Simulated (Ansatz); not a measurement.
CdSiN2 in space group R-3m (No. 166; Cd on 3b, Si on 3a, N on 6c), the program Ansatz at the LDA level (PAW), all energies at zero smearing, with the estimated change up to a 700 eV cutoff added, with one set of potentials and settings (totals compare only within such a set). Cell of 4 atoms (1 Cd, 1 Si, 2 N): -9475.569 eV.

| element | reference phase | E (eV/atom) |
|---|---|---|
| Cd | P6_3/mmc, 2 atoms in the cell | -8117.8923 |
| Si | Fd-3m, 2 atoms in the cell | -608.6481 |
| N | P4_2/mnm, 4 atoms in the cell | -373.6497 |

Formation energy per atom, worked out: (-9475.569 − 1×(-8117.8923) − 1×(-608.6481) − 2×(-373.6497))/4 = -0.432 eV/atom (-42 kJ per mol of atoms), at 0 K, without zero-point energy or fitted corrections.

The start of the workflow was typed in or built on a structure type; neither database checked (COD, Materials Project) lists it. Whether it is the stable phase at ambient conditions was not checked. The LDA relaxation kept the symmetry of its start; its stability against distortions is not shown here. The volume moved by -46 % from the start of the relaxation. The references are the lowest solids computed at this level, not always the standard phases (solids in place of the gases).

Potentials: the later of the program's two PAW sets.
